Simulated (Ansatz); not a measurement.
Ansatz (a first-principles code) input:

Ansatz 0.2 input:
```yaml
crystal:
  lattice:
    - [3.8944122427, 0.0, 0.0]
    - [-1.9472061213, 3.372659935, 0.0]
    - [0.0, 0.0, 6.5062735916]
  atoms:
    - { symbol: Cu, position: [0.3333333333, 0.6666666667, 0.3743746623] }
    - { symbol: Cu, position: [0.6666666667, 0.3333333333, 0.6256253377] }
    - { symbol: Ca, position: [0.0, 0.0, 0.0] }
    - { symbol: S, position: [0.3333333333, 0.6666666667, 0.7411587972] }
    - { symbol: S, position: [0.6666666667, 0.3333333333, 0.2588412028] }
kpoints:
  mp_grid: { grid: [8, 8, 5] }
hamiltonian:
  xc: r2scan
  pseudopotentials: { kind: paw }
scf:
  occupations: { method: fixed }
checkpoint: { read: static.run }
output: { write_density: true, elf: true, volumetric_format: npy }
basis: { fft_grid_basis: typed }
```

Output (shortened):

```
Pseudopotential: Cu, paw, valence charge 19
Pseudopotential: Ca, paw, valence charge 10
Pseudopotential: S, paw, valence charge 6
Functional definition: r2SCAN
Crystal: 5 atoms, lattice volume = 85.457 Å³
Basis set: ecut = 500 eV, 2165 PW (Γ), exchange–correlation on 120×120×192 points (64 copies of the dense FFT grid, shifted against one another)
Bands: 36, of which v1, the nominal top of the filled ones, is band 30 counted from 1 (29 counted from 0)
Symmetry: 12 space group operations
Space group: P-3m1 (ITA 164), of the structure as read, at distance tolerance 4.4e-5 Å
k-points: 40 of 320
Stability of the state it starts from, as read at its close in the unpolarized treatment …
iter 1 solved again at ethr=2.66e-7 eV; its pass at ethr=3.10e-3 eV (dr2=1.60e-4 eV) is discarded
SCF iter   1: F=—  HF=-16901.285353 eV  |F-HF|=—  |Δ(HF+E_count)|=         —  Δρ=6.35e-7  dr2=2.43e-10  dr2_τ=1.54e-11  ethr=2.66e-7  ⟨swp⟩=3.1  Hψ=9126  notcnv=0  defer=160
preconditioner: auto → Resta (q_TF=auto, 2.572 Å⁻¹)
SCF iter   2: F=—  HF=-16901.285358 eV  |F-HF|=—  |Δ(HF+E_count)|=   4.39e-6  Δρ=8.36e-7  dr2=3.87e-10  dr2_τ=1.62e-11  ethr=1.00e-12  ⟨swp⟩=12.1  Hψ=8192  notcnv=0
SCF iter   3: F=-16901.285358 eV  HF=-16901.285358 eV  |F-HF|=1.46e-11  |Δ(HF+E_count)|=  9.46e-11  Δρ=2.28e-7  dr2=3.91e-11  dr2_τ=4.49e-12  ethr=1.00e-12  ⟨swp⟩=1.0  Hψ=3384  notcnv=0
SCF 1 converged in 3 iterations: F = -16901.285358 eV  dr2 = 3.91e-11
SCF converged after 3 iterations
Free energy (F): -16901.285358 eV
Harris-Foulkes:  -16901.285358 eV  (|F-HF|=1.46e-11)
Internal energy: -16901.285358 eV  (E = F + TS)
E sigma→0 (E₀):  -16901.285358 eV
Fermi energy:    10.330862 eV
--- Per-component energies (eV) ---
  E_band       = -1071.491555
  E_kinetic    = 1096.536978
  E_local      = -12396.686784  (includes V_loc(G=0)·N_el)
  E_nonlocal   = 932.021795
  E_hartree    = 5489.656244
  E_xc         = -487.916239
  E_vxc        = -631.228117  (∫ρ·V_xc dr)
  E_paw        = -5458.175407  (= ΣΔE_a)
  E_vpaw       = -1089.026525  (= ΣTr[D̂ρ^β])
  E_aug_tail   = 0.000306  (compensation charges beyond the density's cutoff)
  E_vtau       = 37.578696  (kinetic-family band-sum trace: ∫τ·v_τ [+ j·A + Jᵃ·Aᵃ] dr)
  E_ewald      = -6075.679835
  E_core_change = -1.042415  (= ΣΔE_core)
  E_smearing   =  0.000000  (= −TS)
  E_closure    = 0.000000  (closes the sum)
  Σ components = -16901.285358   (vs F -16901.285358, Δ=0.00e0)
  [band-id]    e_kinetic+e_local+e_nonlocal+2·e_hartree+e_vxc+e_vpaw+e_augmentation_tail+e_vtau = -1071.491164   (vs E_band -1071.491555, Δ=3.91e-4)
--- Band table (eV; the first three rows and the last of 40) ---
  k-point 0: bands = ["-105.3431", "-105.3412", "-61.2367", "-61.2277", "-61.1894", "-61.1894", "-61.1807", "-61.1807", "-32.0137", "-12.2550", "-12.1347", "-12.1347", "-4.4960", "-3.5405", "4.0145", "5.9069", "5.9069", "5.9212", "5.9212", "6.0339", "7.6950", …
  k-point 1: bands = ["-105.3431", "-105.3412", "-61.2367", "-61.2277", "-61.1894", "-61.1894", "-61.1807", "-61.1807", "-32.0137", "-12.2557", "-12.1347", "-12.1347", "-4.4193", "-3.6401", "4.2010", "5.7997", "5.7997", "5.8460", "6.0346", "6.0346", "7.7171", …
  k-point 2: bands = ["-105.3431", "-105.3412", "-61.2367", "-61.2277", "-61.1894", "-61.1894", "-61.1807", "-61.1807", "-32.0137", "-12.2567", "-12.1347", "-12.1347", "-4.2217", "-3.8741", "4.6765", "5.3592", "5.7320", "5.7320", "6.1123", "6.1123", "7.7548", …
  k-point 39: bands = ["-105.3423", "-105.3420", "-61.2335", "-61.2323", "-61.1907", "-61.1854", "-61.1838", "-61.1797", "-32.0007", "-12.2735", "-12.2248", "-12.1926", "-3.5033", "-3.3880", "4.2666", "4.3827", "5.2712", "5.5210", "6.0259", "6.0658", …
```

Cost: very roughly 23 core-seconds on shared cores.

The workflow started from an entry of the Crystallography Open Database (COD, 293 K). Its standing as an ambient phase is unchecked. Symmetry was held in the r²SCAN relaxation; whether a distortion lowers the energy is not shown. The run is not spin-polarised.

Potentials: the later of the program's two PAW sets.

Ansatz is a plane-wave DFT program.
